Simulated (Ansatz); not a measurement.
Ta$_{2}$Ge in space group P6_3/mmc (No. 194; Ge on 2c, Ta on 2a, Ta on 2d) under volume change, PBE in the plane-wave PAW code Ansatz, shape and atoms relaxed at each volume.

```json
[
 {"V (Å³/atom)": "15.514", "E − E(relaxed) (meV/atom)": "92.4", "P (GPa)": "20.98"},
 {"V (Å³/atom)": "16.026", "E − E(relaxed) (meV/atom)": "38.9", "P (GPa)": "12.83"},
 {"V (Å³/atom)": "16.537", "E − E(relaxed) (meV/atom)": "9.2", "P (GPa)": "5.93"},
 {"V (Å³/atom)": "17.049", "E − E(relaxed) (meV/atom)": "0.0", "P (GPa)": "0.00"},
 {"V (Å³/atom)": "17.560", "E − E(relaxed) (meV/atom)": "8.3", "P (GPa)": "-5.09"},
 {"V (Å³/atom)": "18.072", "E − E(relaxed) (meV/atom)": "31.7", "P (GPa)": "-9.44"},
 {"V (Å³/atom)": "18.583", "E − E(relaxed) (meV/atom)": "67.9", "P (GPa)": "-13.13"}
]
```

Task: What does a third-order Birch–Murnaghan fit give for V₀, B₀ and B′?

Result: V₀ = 17.05 Å³/atom, B₀ = 183 GPa, B′ = 4.2.

A made-up cell: these elements were put on the sites of a structure type; neither database checked (COD, Materials Project) lists it. Its standing as an ambient phase is unchecked. The cell was relaxed with PBE under the symmetry of its start; whether a distortion lowers the energy is not shown. No spin polarisation was allowed. Scalar-relativistic: spin–orbit coupling is off unless named, which matters more the heavier the elements.

Potentials: the later of the program's two PAW sets.
